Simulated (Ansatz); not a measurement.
Input:

TaN:
Space group P-62m (No. 189); a = 5.1801 Å, b = 5.1801 Å, c = 2.8938 Å, α = 90.00°, β = 90.00°, γ = 120.00°

```tsv
atom	site	symmetry	x	y	z
Ta	1a	-62m	0.0000	0.0000	0.0000
Ta	2d	-6..	0.3333	0.6667	0.5000
N	3f	m2m	0.0000	0.3933	0.0000
```

This is the PBEsol-relaxed structure.

Problem. All from PBEsol (plane waves, PAW; program Ansatz), unless another level is named. Give the bulk modulus (Birch–Murnaghan fit).

Solution. 328 GPa.

Problem. Next, the highest zone-centre frequency?

Solution. 21.08 THz.

The PBEsol relaxation kept the symmetry of its start. The run is not spin-polarised. As this level gives no gap, phonon frequencies hold no LO–TO term and depend on the k-mesh and smearing (Fermi–Dirac, 0.1 eV here). Spin–orbit coupling is left out wherever it is not named.

Potentials: the earlier of the program's two PAW sets. The files were generated under PBE; for other functionals the program regenerates the frozen cores, and for LDA and PBEsol the local potential too.
